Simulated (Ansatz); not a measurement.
An Ansatz (a first-principles code) run. Input:

Ansatz 0.2 input:
```yaml
crystal:
  lattice:
    - [0.0, 4.1739693365, 4.1739693365]
    - [4.1739693365, 0.0, 4.1739693365]
    - [4.1739693365, 4.1739693365, 0.0]
  atoms:
    - { symbol: O, position: [0.0, 0.0, 0.0] }
    - { symbol: O, position: [0.25, 0.25, 0.25] }
    - { symbol: Cu, position: [0.125, 0.125, 0.125] }
    - { symbol: Cu, position: [0.625, 0.125, 0.125] }
    - { symbol: Cu, position: [0.125, 0.625, 0.125] }
    - { symbol: Cu, position: [0.125, 0.125, 0.625] }
kpoints:
  mp_grid: { grid: [4, 4, 4] }
hamiltonian:
  xc: hse06
  pseudopotentials: { kind: paw }
scf:
  n_extra_bands: 6
  occupations: { method: fixed }
output:
  eigenvalues: true
  eigenstates:
    e_range: [-9.0, 9.6]
    kpoints:
      - [0.0, 0.0, 0.0]  # VBM
      - [0.0, 0.0, 0.0]  # CBM
      - [0.0, 0.0, 0.0]  # GAMMA
      - [0.5, 0.0, 0.5]  # X
      - [0.5, 0.5, 0.5]  # L
      - [0.5, 0.25, 0.75]  # W
      - [0.375, 0.375, 0.75]  # K
      - [0.625, 0.25, 0.625]  # U
```

Output (shortened):

```
Pseudopotentials: kind: paw
Pseudopotential: O, paw, valence charge 6
Pseudopotential: Cu, paw, valence charge 19
Functional definition: HSE06
davidson cushion auto → on  (no smearing: the cushion is to keep the highest requested band from converging to the state above it …
Crystal: 6 atoms, lattice volume = 145.438 Å³
Basis set: ecut = 420 eV, 2741 PW (Γ)
Bands: 50, of which v1, the nominal top of the filled ones, is band 44 counted from 1 (43 counted from 0)
Symmetry: 48 space group operations
Space group: Fd-3m (ITA 227), of the structure as read, at distance tolerance 5.3e-5 Å
k-points: 8 of 64
PAW frozen core: O, regenerated for the run's functional, and the local potential with it
PAW frozen core: Cu, regenerated for the run's functional, and the local potential with it
Initial wavefunctions: pseudopotential atomic-orbital guess
Eigensolver: davidson
Functional: x = pbe(κ = 0.804, μ = 0.2195149727645171), c = pbe(β = 0.06672455060314922), warm-up for x = pbe(κ = 0.804, μ = 0.2195149727645171) + 0.25 (exact …
SCF iter   1: F=—  HF=-27632.110074 eV  |F-HF|=—  |Δ(HF+E_count)|=         —  Δρ=8.09e-3  dr2=9.44e-2  ethr=1.77e-3  ⟨swp⟩=9.5  Hψ=1856  notcnv=0
preconditioner: auto → none
SCF iter   2: F=—  HF=-27632.120272 eV  |F-HF|=—  |Δ(HF+E_count)|=   1.02e-2  Δρ=1.20e-2  dr2=1.31e-1  ethr=1.07e-4  ⟨swp⟩=4.4  Hψ=1193  notcnv=0  defer=1
iter 3 solved again at ethr=1.00e-5 eV; its pass at ethr=1.07e-4 eV (dr2=8.81e-3 eV) is discarded
SCF iter   3: F=—  HF=-27632.093125 eV  |F-HF|=—  |Δ(HF+E_count)|=   2.71e-2  Δρ=3.09e-3  dr2=8.82e-3  ethr=1.00e-5  ⟨swp⟩=2.1  Hψ=1948  notcnv=0
SCF iter   4: F=—  HF=-27632.091516 eV  |F-HF|=—  |Δ(HF+E_count)|=   1.61e-3  Δρ=6.86e-4  dr2=5.43e-4  ethr=1.00e-5  ⟨swp⟩=3.0  Hψ=1011  notcnv=0
SCF iter   5: F=-27632.091782 eV  HF=-27632.091707 eV  |F-HF|=7.56e-5  |Δ(HF+E_count)|=   1.91e-4  Δρ=2.71e-4  dr2=5.27e-5  ethr=6.17e-7  ⟨swp⟩=3.8  Hψ=1064  notcnv=0
SCF 1 stopped early in 5 iterations: F = -27632.091782 eV  dr2 = 5.27e-5
Crystal: 6 atoms, lattice volume = 145.438 Å³
Initial density: handed on by an earlier stage of this run
Initial wavefunctions: those handed on with the density
Functional: x = pbe(κ = 0.804, μ = 0.2195149727645171) + 0.25 (exact − pbe) at short range (hse, ω = 0.20786987370883472 Å⁻¹), c = pbe(β = 0.06672455060314922); HSE06 as pw.x's `hse` composes it (authors' and Libxc's form: `xc: wpbeh`)
Exchange kernel: α = 0.2500, screened, ω = 0.2079 Å⁻¹, Wigner–Seitz truncation, v(0) = 1046.5548 eV·Å³, q-mesh 4×4×4, nearest image of the exchange supercell L …
Frozen-core exchange: fock
SCF iter   1: F=—  HF=-27628.868207 eV  |F-HF|=—  |Δ(HF+E_count)|=         —  Δρ=4.01e-2  dr2=1.78e0  ethr=5.99e-7  ⟨swp⟩=7.1  Hψ=2257  notcnv=0
preconditioner: auto → none
SCF iter   2: F=—  HF=-27628.993092 eV  |F-HF|=—  |Δ(HF+E_count)|=   1.25e-1  Δρ=4.32e-2  dr2=1.79e0  ethr=5.99e-7  ⟨swp⟩=6.8  Hψ=2019  notcnv=0
SCF iter   3: F=—  HF=-27628.519067 eV  |F-HF|=—  |Δ(HF+E_count)|=   4.74e-1  Δρ=4.10e-3  dr2=2.39e-2  ethr=5.99e-7  ⟨swp⟩=6.0  Hψ=1941  notcnv=0
SCF iter   4: F=—  HF=-27628.562247 eV  |F-HF|=—  |Δ(HF+E_count)|=   4.32e-2  Δρ=4.15e-3  dr2=2.33e-2  ethr=5.99e-7  ⟨swp⟩=4.8  Hψ=1562  notcnv=0
SCF iter   5: F=—  HF=-27628.557267 eV  |F-HF|=—  |Δ(HF+E_count)|=   4.98e-3  Δρ=1.06e-3  dr2=1.70e-3  ethr=5.99e-7  ⟨swp⟩=4.4  Hψ=1515  notcnv=0
SCF iter   6: F=—  HF=-27628.556828 eV  |F-HF|=—  |Δ(HF+E_count)|=   4.39e-4  Δρ=1.91e-4  dr2=1.34e-4  ethr=5.99e-7  ⟨swp⟩=3.4  Hψ=1013  notcnv=0
SCF iter   7: F=—  HF=-27628.557494 eV  |F-HF|=—  |Δ(HF+E_count)|=   6.66e-4  Δρ=2.50e-4  dr2=7.60e-5  ethr=5.18e-8  ⟨swp⟩=4.2  Hψ=1312  notcnv=0
SCF iter   8: F=-27628.557472 eV  HF=-27628.557473 eV  |F-HF|=9.64e-7  |Δ(HF+E_count)|=   2.10e-5  Δρ=3.24e-5  dr2=5.09e-6  ethr=5.18e-8  ⟨swp⟩=3.0  Hψ=1017  notcnv=0
SCF 2 stopped early in 8 iterations: F = -27628.557472 eV  dr2 = 5.09e-6
hybrid outer 1: dexx = +4.867e-2 eV, tail = 2.74e-4 eV
Crystal: 6 atoms, lattice volume = 145.438 Å³
Exchange kernel: α = 0.2500, screened, ω = 0.2079 Å⁻¹, Wigner–Seitz truncation, v(0) = 1046.5548 eV·Å³, q-mesh 4×4×4, nearest image of the exchange supercell L …
Frozen-core exchange: fock
SCF iter   1: F=—  HF=-27628.556630 eV  |F-HF|=—  |Δ(HF+E_count)|=         —  Δρ=1.57e-4  dr2=2.23e-5  ethr=1.56e-6  ⟨swp⟩=3.0  Hψ=935  notcnv=0
preconditioner: auto → none
iter 2 solved again at ethr=1.27e-10 eV; its pass at ethr=2.07e-8 eV (dr2=1.12e-7 eV) is discarded
SCF iter   2: F=—  HF=-27628.556632 eV  |F-HF|=—  |Δ(HF+E_count)|=   1.12e-6  Δρ=1.78e-5  dr2=5.15e-7  ethr=1.27e-10  ⟨swp⟩=3.1  Hψ=2357  notcnv=0
SCF iter   3: F=—  HF=-27628.556634 eV  |F-HF|=—  |Δ(HF+E_count)|=   2.79e-6  Δρ=1.59e-5  dr2=1.82e-7  ethr=1.27e-10  ⟨swp⟩=4.6  Hψ=1517  notcnv=0
SCF iter   4: F=-27628.556634 eV  HF=-27628.556634 eV  |F-HF|=2.40e-8  |Δ(HF+E_count)|=   7.63e-8  Δρ=4.26e-6  dr2=2.31e-8  ethr=1.27e-10  ⟨swp⟩=3.0  Hψ=1120  notcnv=0
SCF 3 converged in 4 iterations: F = -27628.556634 eV  dr2 = 2.31e-8
hybrid outer 2: dexx = +2.756e-6 eV, tail = 2.51e-7 eV, Δε = 5.62e-3 eV (about 2.36e-4 eV left of the loop's levels)
the search or the solves at the SCF's close seem to have found levels that the self-consistency loop had missed (the run counts 2) …
NSCF: frozen V_eff on 8 k-points
hybrid SCF converged: 2 outer / 12 inner (+5 warm-up), last move |dexx| = 2.76e-6 eV, tail = 2.51e-7 eV
Stability not checked (fock_operator)
Free energy (F): -27628.556634 eV
Frozen-core exchange: fock
Harris-Foulkes:  -27628.556634 eV  (|F-HF|=2.40e-8)
Internal energy: -27628.556634 eV  (E = F + TS)
E sigma→0 (E₀):  -27628.556634 eV
Fermi energy:    2.693899 eV
--- Per-component energies (eV) ---
  E_band       = -2687.289269
  E_kinetic    = 1550.908382
  E_local      = -28656.173113  (includes V_loc(G=0)·N_el)
  E_nonlocal   = 1714.842520
  E_hartree    = 12810.201805
  E_xc         = -397.133203
  E_vxc        = -505.658387  (∫ρ·V_xc dr)
  E_exx        = -475.365891  (= α·E_x^exact, valence–valence)
  E_paw        = -6634.981942  (= ΣΔE_a)
  E_vpaw       = -1460.909502  (= ΣTr[D̂ρ^β])
  E_aug_tail   = 0.006109  (compensation charges beyond the density's cutoff)
  E_ewald      = -7539.906917
  E_core_change = -0.954383  (= ΣΔE_core)
  E_smearing   =  0.000000  (= −TS)
  E_closure    =  0.000000  (closes the sum)
  Σ components = -27628.556634   (vs F -27628.556634, Δ=-3.64e-12)
  [band-id]    e_kinetic+e_local+e_nonlocal+2·e_hartree+e_vxc+2·e_exx+e_vpaw+e_augmentation_tail = -2687.312164   (vs E_band -2687.289269, Δ=-2.29e-2)
--- Band table (eV; the first three rows and the last of 8) ---
  k-point 0: bands = ["-114.0689", "-114.0675", "-114.0675", "-114.0675", "-70.1055", "-70.0866", "-70.0866", "-70.0866", "-69.7939", "-69.7939", "-69.7929", "-69.7929", "-69.7929", "-69.7880", "-69.7880", "-69.7880", "-19.0794", "-18.3192", "-4.9552", "-4.9552", "-4.9552", "-2.6186", "-2.6186", "-2.6186", "-0.3947", "-0.3947", "-0.0651", "0.0791", "0.0791", "0.0791", "0.1249", "0.1249", "0.1249", "0.4148", "0.4148", "0.4148", "0.4758", "0.4758", "0.6690", "0.6690", "0.6690", "2.6939", "2.6939", "2.6939", "5.3582", "8.7019", "8.7019", "8.8417", "8.8417", "8.8417"]
  k-point 1: bands = ["-114.0688", "-114.0677", "-114.0676", "-114.0676", "-70.1035", "-70.0886", "-70.0866", "-70.0866", "-69.7937", "-69.7937", "-69.7930", "-69.7925", "-69.7925", "-69.7888", "-69.7888", "-69.7880", "-19.0050", "-18.4047", "-4.8804", "-4.8804", "-4.6897", "-3.1020", "-2.8451", "-2.8451", "-0.2823", "-0.2823", "0.0610", "0.1380", "0.1380", "0.1578", "0.1876", "0.1876", "0.4130", "0.4417", "0.4543", "0.4543", "0.4646", "0.4646", "0.6681", "0.6681", "0.6684", "2.2802", "2.4944", "2.4944", "5.7443", "7.9304", "8.3468", "8.3468", "9.3598", "9.3598"]
  k-point 2: bands = ["-114.0686", "-114.0679", "-114.0676", "-114.0676", "-70.1007", "-70.0912", "-70.0866", "-70.0866", "-69.7935", "-69.7935", "-69.7930", "-69.7914", "-69.7914", "-69.7900", "-69.7900", "-69.7880", "-18.8999", "-18.5207", "-4.7934", "-4.7934", "-4.0555", "-3.9087", "-3.0612", "-3.0612", "-0.2096", "-0.2096", "0.0644", "0.2006", "0.2006", "0.3166", "0.3166", "0.3373", "0.3373", "0.3653", "0.4114", "0.4689", "0.4689", "0.6678", "0.7865", "0.7865", "0.9568", "1.6089", "2.2710", "2.2710", "6.6261", "6.7979", "8.0875", "8.0875", "10.0702", "10.0702"]
  k-point 7: bands = ["-114.0682", "-114.0682", "-114.0676", "-114.0676", "-70.0960", "-70.0960", "-70.0866", "-70.0866", "-69.7933", "-69.7933", "-69.7921", "-69.7921", "-69.7906", "-69.7906", "-69.7894", "-69.7894", "-18.7140", "-18.7140", "-4.6253", "-4.6253", "-3.9410", "-3.9410", "-3.4014", "-3.4014", "0.0044", "0.0044", "0.0473", "0.0473", "0.2361", "0.2361", "0.3223", "0.3223", "0.3681", "0.3681", "0.3955", "0.3955", "0.4689", "0.4689", "1.2782", "1.2782", "1.4572", "1.4572", "1.6623", "1.6623", "7.0516", "7.0516", "7.7135", "7.7135", "9.6158", "9.6158"]
  band table: 50 of 50 bands, residual norms ≤ 1.0e-3 eV
```

Cost: around 3 core-minutes (rough) on shared cores.

The points marked VBM and CBM come from a semilocal run.

The start of the workflow was typed in or built on a structure type; neither database checked (COD, Materials Project) lists it. It is not the phase usual at ambient conditions (space group No. 224). The PBEsol relaxation kept the symmetry of its start; whether a distortion lowers the energy is not shown. The run is not spin-polarised. No Hubbard U is applied.

Potentials: the later of the program's two PAW sets.

Ansatz is a plane-wave DFT program.
